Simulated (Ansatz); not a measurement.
Si$_{12}$W:
```yaml
crystal:
  lattice:
    - [7.09232, 0.00000, 0.00000]
    - [-3.54616, 6.14213, 0.00000]
    - [0.00000, 0.00000, 5.17075]
  atoms:
    - { symbol: W, position: [0.00000, 0.00000, 0.00000] }
    - { symbol: Si, position: [0.33415, 0.00000, 0.73696] }
    - { symbol: Si, position: [0.33415, 0.00000, 0.26304] }
    - { symbol: Si, position: [0.33415, 0.33415, 0.73696] }
    - { symbol: Si, position: [0.33415, 0.33415, 0.26304] }
    - { symbol: Si, position: [0.00000, 0.33415, 0.73696] }
    - { symbol: Si, position: [0.00000, 0.33415, 0.26304] }
    - { symbol: Si, position: [0.66585, 0.00000, 0.73696] }
    - { symbol: Si, position: [0.66585, 0.00000, 0.26304] }
    - { symbol: Si, position: [0.66585, 0.66585, 0.73696] }
    - { symbol: Si, position: [0.66585, 0.66585, 0.26304] }
    - { symbol: Si, position: [0.00000, 0.66585, 0.73696] }
    - { symbol: Si, position: [0.00000, 0.66585, 0.26304] }
```

Relaxed with PBE+D3(BJ). Special points in fractions of this cell's reciprocal vectors: Γ (0.000, 0.000, 0.000); M (0.500, 0.000, 0.000); K (0.333, 0.333, 0.000); A (0.000, 0.000, 0.500); L (0.500, 0.000, 0.500); H (0.333, 0.333, 0.500).

Q: List the band energies nearest the Fermi level at these points for PBE+D3(BJ) with spin–orbit coupling (plane waves, PAW; program Ansatz).

A: In eV from the Fermi level; about four levels below and three above (degenerate sets whole), none deeper than 8.9 eV; points with the same levels are listed once.

```
k                    below                above
-  -----------------------  -------------------
Γ  -0.30 -0.30 -0.12 -0.12  0.07 0.07 0.11 0.11
M  -0.42 -0.42 -0.23 -0.23  0.48 0.48 0.92 0.92
K  -1.73 -1.73 -1.15 -1.15  0.58 0.58 0.78 0.78
A  -1.76 -1.76 -1.55 -1.55  0.17 0.17 0.33 0.33
L  -0.21 -0.21 -0.03 -0.03  0.15 0.15 0.29 0.29
H  -0.77 -0.77 -0.36 -0.36  0.30 0.30 0.31 0.31
```

Space group P6/mmm. The start of the workflow was typed in or built on a structure type; neither database checked (COD, Materials Project) lists it. Whether it is the stable phase at ambient conditions was not checked. The cell was relaxed with PBE+D3(BJ) under the symmetry of its start; whether a distortion lowers the energy is not shown. The run is not spin-polarised. Its formation energy is positive at this level, so the cell may be metastable or incomplete.

Potentials: the earlier of the program's two PAW sets.
